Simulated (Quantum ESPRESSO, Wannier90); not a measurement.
**TePb (rock salt), plane waves to Wannier functions**

```xyz
2
Lattice="0.0000 3.2709 3.2709 3.2709 0.0000 3.2709 3.2709 3.2709 0.0000" Properties=species:S:1:pos:R:3 pbc="T T T"
Te     0.0000     0.0000     0.0000
Pb     3.2709     3.2709     3.2709
```

Structure: Materials Project mp-19717, symmetrised, not relaxed again. COD (Crystallography Open Database) has an entry of this formula and space group (matched by these alone). Method: PBEsol plane waves in Quantum ESPRESSO 7.5 (PseudoDojo norm-conserving files, 66 Ry, no spin polarisation, no spin-orbit coupling), Bloch states on a 8×8×8 mesh through Γ, Wannier90 4.0.1. Density: 8×8×8 mesh, Gaussian smearing 0.01 Ry. Spin-orbit coupling is left out although heavy elements are present.

Functional, cutoff and mesh named above are those of the base row (PBEsol); the first column says what each row takes instead. Model: 5 functions from bands 11-15, start SCDM (isolated) (the valence bands). Energies are relative to the valence-band maximum; the misfit is to pw.x on a path, for all bands of the set. The functional changes, each with its own PseudoDojo files and their cutoffs, on the same cell. Ω_total can sit in another minimum from row to row; Ω_I of an isolated set cannot.

| functional | Ω_I (Å²) | Ω_total (Å²) | rms misfit (meV) | gap (eV) | bottom of band 11 (eV) |
|---|---|---|---|---|---|
| LDA | 16.39 | 18.58 | 13 | 0.73 | -11.76 |
| PBE | 15.96 | 18.11 | 12 | 0.81 | -11.72 |
| PBEsol | 16.23 | 18.42 | 13 | 0.74 | -11.73 |
